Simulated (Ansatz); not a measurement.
How far is PAW off for AlRu?

```xyz
2
Lattice="3.0514 0.0000 0.0000 0.0000 3.0514 0.0000 0.0000 0.0000 2.9916" Properties=species:S:1:pos:R:3 pbc="T T T"
Al    0.0000    0.0000    0.0000
Ru    1.5257    1.5257    1.4958
```

Atom numbers follow the list: Al1, Ru2.

The geometry is COD entry 1527371, unchecked; take it as a test cell. The listed cell was then made from it by scaling, straining or moving an atom.

Spin polarisation is left out, and whether a magnetic state lies lower isn't shown here.

All numbers are computed: DFT, PBEsol, PAW with Ansatz's default frozen-core files, scalar-relativistic (Ansatz 0.2.0); DFT, PBEsol, all-electron PAW with datasets made for the crystal, scalar-relativistic (Ansatz 0.2.0); DFT, PBEsol, all-electron LAPW, scalar-relativistic (Ansatz 0.2.0).

For PAW: a Γ-centred 12×12×12 k mesh, Fermi–Dirac smearing of 0.05 eV, cutoff 420 eV, no spin polarisation; the PAW files were made with PBE, and the program remakes their frozen cores for this functional. The crystal-made all-electron datasets (AE datasets) take a cutoff of 260 eV at this cell. LAPW targets a basis error of 1 meV/atom. The Ansatz runs share mesh, smearing and spin set-up. Plane-wave (PAW) pressures include the program's estimate of the Pulay term.

Stress and pressure are positive in compression.

The change that made this cell: equal xx and yy strain of +2 %.

Spin–orbit coupling is left out, which moves gradients at and beside heavy atoms by some per cent and at worst by a factor of two.

In a metal, gradients converge slowly with the k mesh: the values move by tens of per cent from one mesh to another, at times in sign, so only the comparison on one mesh counts.

```csv
quantity,PAW,AE datasets,LAPW
pressure (GPa),-10.75,-10.77,-10.77
stress xx (GPa),-11.80,-11.82,-11.82
stress zz (GPa),-8.65,-8.68,-8.68
field gradient Vzz at Ru2 (10²¹ V/m²),-1.09,-1.15,–
```

PAW's pressure differs from the LAPW value by +0.02 GPa.
